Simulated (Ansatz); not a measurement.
TiAl3 (D022 type, space group I4/mmm)

```yaml
crystal:
  lattice:
    - [-1.92294, 1.92294, 4.30997]
    - [1.92294, -1.92294, 4.30997]
    - [1.92294, 1.92294, -4.30997]
  atoms:
    - { symbol: Al, position: [0.50000, 0.50000, 0.00000] }
    - { symbol: Al, position: [0.75000, 0.25000, 0.50000] }
    - { symbol: Al, position: [0.25000, 0.75000, 0.50000] }
    - { symbol: Ti, position: [0.00000, 0.00000, 0.00000] }
```

The slice is a (100) plane (indices of the conventional cell) through the point (0.500, 0.500, 0.000) (fractional), spanned by u = [101] and v = [110] in vectors of this cell: u (3.85 Å) and v (8.62 Å, at 90° to u). It covers one period; positions are fractions (u, v).

These are PBE (plane waves to 420 eV, PAW, scalar-relativistic; Ansatz, a program for electronic structure) values and carry that method's errors. k mesh 17×17×17. Inside the PAW spheres the values are not all-electron values, and peaks at nuclei hang on which shells count as valence. TiAl3 is run without spin polarisation. TiAl3 was relaxed with its symmetry unable to fall.

Three fields on this plane, each scaled to ten steps between its own extremes (0 low, 9 high; the total valence density on a logarithmic scale, the potential cut 8 eV below its top; x marks points blanked near nuclei; v = 0 in the bottom row):

Map A
```
|xxxx7532357xxx|
|xxxx6543456xxx|
|xxx665555566xx|
|33456677766543|
|11346xxxxx6431|
|0024xxxxxxx420|
|0025xxxxxxx520|
|1135xxxxxxx531|
|2246xxxxxxx642|
|3346xxxxxxx643|
|44567xxxxx7654|
|99766677766679|
|xxx754555457xx|
|xxxx5333335xxx|
|xxxx6222226xxx|
|xxxx7222227xxx|
|xxxx6222226xxx|
|xxxx5333335xxx|
|xxx754555457xx|
|99766677766679|
|44567xxxxx7654|
|3346xxxxxxx643|
|2246xxxxxxx642|
|1135xxxxxxx531|
|0025xxxxxxx520|
|0024xxxxxxx420|
|11346xxxxx6431|
|33456677766543|
|xxx665555566xx|
|xxxx6543456xxx|
|xxxx7532357xxx|
|xxxx7532357xxx|
```

Map B
```
|xxxx9866689xxx|
|xxxx9877789xxx|
|xxx999888999xx|
|34679999998764|
|23468xxxxx8643|
|2246xxxxxxx642|
|2346xxxxxxx643|
|4467xxxxxxx764|
|5678xxxxxxx876|
|5578xxxxxxx875|
|23578xxxxx8753|
|00136899986310|
|xxx026888620xx|
|xxxx0367630xxx|
|xxxx0146410xxx|
|xxxx0145410xxx|
|xxxx0146410xxx|
|xxxx0367630xxx|
|xxx026888620xx|
|00136899986310|
|23578xxxxx8753|
|5578xxxxxxx875|
|5678xxxxxxx876|
|4467xxxxxxx764|
|2346xxxxxxx643|
|2246xxxxxxx642|
|23468xxxxx8643|
|34678999999764|
|xxx999888999xx|
|xxxx9877789xxx|
|xxxx9866689xxx|
|xxxx9865689xxx|
```

Map C
```
|xxxx2799972xxx|
|xxxx4899984xxx|
|xxx267777762xx|
|01355421245531|
|66652xxxxx2566|
|8874xxxxxxx478|
|9972xxxxxxx279|
|9971xxxxxxx179|
|9972xxxxxxx279|
|9874xxxxxxx478|
|66652xxxxx2566|
|00345421245430|
|xxx156777651xx|
|xxxx3789873xxx|
|xxxx0699960xxx|
|xxxx0699960xxx|
|xxxx0699960xxx|
|xxxx3789873xxx|
|xxx156777651xx|
|00345421245430|
|66652xxxxx2566|
|9874xxxxxxx478|
|9972xxxxxxx279|
|9971xxxxxxx179|
|9972xxxxxxx279|
|8874xxxxxxx478|
|66652xxxxx2566|
|01355421245531|
|xxx267777762xx|
|xxxx4899984xxx|
|xxxx2799972xxx|
|xxxx1799971xxx|
```

Problem. Assign the maps to these fields: electron localisation function (ELF); valence electron density; electrostatic potential energy of an electron, from the cell's mean.

Solution. A is the valence electron density; B is the electron localisation function (ELF); C is the electrostatic potential energy of an electron, from the cell's mean.
